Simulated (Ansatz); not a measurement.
Mg3Ir:
```
Mg3Ir
1.0
    4.54872     0.00000     0.00000
   -2.27436     3.93930     0.00000
    0.00000     0.00000     8.21512
Mg Ir
6 2
Direct
  0.33333   0.66667   0.57793
  0.66667   0.33333   0.07793
  0.33333   0.66667   0.92207
  0.66667   0.33333   0.42207
  0.00000   0.00000   0.25000
  0.00000   0.00000   0.75000
  0.33333   0.66667   0.25000
  0.66667   0.33333   0.75000
```

Relaxed with r²SCAN. Special points in fractions of this cell's reciprocal vectors: Γ (0.000, 0.000, 0.000); M (0.500, 0.000, 0.000); K (0.333, 0.333, 0.000); A (0.000, 0.000, 0.500); L (0.500, 0.000, 0.500); H (0.333, 0.333, 0.500).

Problem. List the band energies nearest the Fermi level at these points for r²SCAN in the plane-wave PAW code Ansatz.

Solution. In eV from the Fermi level; about four levels below and three above (degenerate sets whole), none deeper than 8.9 eV; points with the same levels are listed once.

```csv
k,below,above
Γ,-2.04 -2.04 -2.04 -1.70 -1.70,1.64 2.22 2.22
M,-1.67 -1.66 -0.96 -0.37,0.53 1.49 3.24
K,-1.29 -0.81 -0.81 -0.30,0.01 0.01 1.78
A,-1.84 -1.84 -1.84 -1.84 -0.94 -0.94,2.67 2.67 2.67 2.67
L,-1.79 -1.79 -1.68 -1.68,0.08 0.08 0.55 0.55
H,-1.36 -1.36 -0.78 -0.78,0.68 0.68 3.18 3.18
```

Space group P6_3/mmc. The workflow started from an entry of the Crystallography Open Database (COD). Whether it is the stable phase at ambient conditions was not checked. The r²SCAN relaxation kept the symmetry of its start; whether a distortion lowers the energy is not shown. The run is not spin-polarised. Spin–orbit coupling is left out wherever it is not named.

Potentials: the later of the program's two PAW sets.
